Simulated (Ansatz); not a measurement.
Bi (A7 type, space group R-3m)

```yaml
crystal:
  lattice:
    - [2.26661, 1.30863, 3.88456]
    - [-2.26661, 1.30863, 3.88456]
    - [0.00000, -2.61726, 3.88456]
  atoms:
    - { symbol: Bi, position: [0.23718, 0.23718, 0.23718] }
    - { symbol: Bi, position: [0.76282, 0.76282, 0.76282] }
```

The slice is a (0001) plane (indices of the conventional cell) through the point (0.237, 0.237, 0.237) (fractional), spanned by u = [1 0 -1] and v = [-1 2 -1] in vectors of this cell: u (4.53 Å) and v (7.85 Å, at 90° to u). It covers one period; positions are fractions (u, v).

Method: PBE-D3(BJ) (plane waves to 420 eV, PAW, scalar-relativistic; Ansatz, a quantum-chemistry and plane-wave program). k mesh 13×13×13. Near the nuclei the fields are pseudised (PAW); where an atom keeps semicore shells as valence, they peak there. Bi was relaxed with its symmetry unable to fall. Spin-orbit coupling is left out, though Bi is heavy.

Sketch the electron localisation function (ELF) on this plane as a map.


```tsv
v \ u	0.00	0.08	0.17	0.25	0.33	0.42	0.50	0.58	0.67	0.75	0.83	0.92
0.90	0.43	0.45	0.41	0.43	0.36	0.27	0.24	0.27	0.36	0.43	0.41	0.45
0.80	0.30	0.28	0.23	0.21	0.22	0.25	0.26	0.25	0.22	0.21	0.23	0.28
0.70	0.06	0.06	0.08	0.15	0.27	0.36	0.40	0.36	0.27	0.15	0.08	0.06
0.60	0.06	0.09	0.21	0.39	0.42	0.44	0.42	0.44	0.42	0.39	0.21	0.09
0.50	0.12	0.19	0.36	0.41	0.41	x	x	x	0.41	0.41	0.36	0.19
0.40	0.24	0.27	0.36	0.43	0.41	0.45	0.43	0.45	0.41	0.43	0.36	0.27
0.30	0.26	0.25	0.22	0.21	0.23	0.28	0.30	0.28	0.23	0.21	0.22	0.25
0.20	0.40	0.36	0.27	0.15	0.08	0.06	0.06	0.06	0.08	0.15	0.27	0.36
0.10	0.42	0.44	0.42	0.39	0.21	0.09	0.06	0.09	0.21	0.39	0.42	0.44
0.00	x	x	0.41	0.41	0.36	0.19	0.12	0.19	0.36	0.41	0.41	x
```

Values: electron localisation function (ELF). Points within 0.5 Å of a nucleus are blanked (x), as the pseudised field means little there.
